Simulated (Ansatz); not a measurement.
Starting cell, BP (zinc blende):

```
BP
1.0
    0.00000     4.54847     4.54847
    2.27424     0.00000     2.27424
    2.27424     2.27424     0.00000
P B
2 2
Direct
  0.37500   0.75000   0.75000
  0.87500   0.75000   0.75000
  0.00000   0.00000   0.00000
  0.50000   0.00000   0.00000
```

A phonon eigenvector at L = (0.5, 0.0, 0.0) is frozen into this cell: atom i moves by Q times the vector below, so Q is the largest atomic displacement, in Å. The cell is held. (q is in reciprocal vectors of the primitive cell; the cell shown is doubled to hold the pattern.)

```
atom       x       y       z
----  ------  ------  ------
P1    -0.577   0.577   0.577
P2     0.577  -0.577  -0.577
B3     0.066  -0.066  -0.066
B4    -0.066   0.066   0.066
```

Level of theory: PBE (plane waves to 420 eV, PAW, scalar-relativistic; Ansatz, a quantum-chemistry and plane-wave program). k mesh 6×12×12 (Γ-centred), Fermi-Dirac smearing 0.05 eV. Energies are smeared free energies. BP was relaxed with its symmetry unable to fall. ΔE is measured from the undisplaced structure.

```csv
Q (Å),ΔE (meV/cell)
-0.1000,withheld
-0.0833,204.2
-0.0667,130.4
-0.0500,73.2
-0.0333,32.5
-0.0167,8.1
0.0000,0.0
0.0167,8.1
0.0333,32.5
0.0500,73.2
0.0667,130.4
0.0833,204.2
0.1000,withheld
```

Problem. Fit an even polynomial form (powers 2, 4) to the given rows and predict ΔE at Q = -0.1000.

Solution. Least squares on the 11 given rows: ΔE = (29170)·Q² + (36310)·Q⁴, in meV/cell with Q in Å; root-mean-square residual 0.07 meV/cell. At -0.1000 the fit gives 295.3 meV/cell; the calculation gives 294.7 meV/cell, so the extrapolation is off by 0.6 (+0.2 %). The quadratic term alone would give 291.7 meV/cell.

(For displaced atoms, the force is minus the slope of the energy, and its curvature is a force constant, which sets phonon frequencies.)
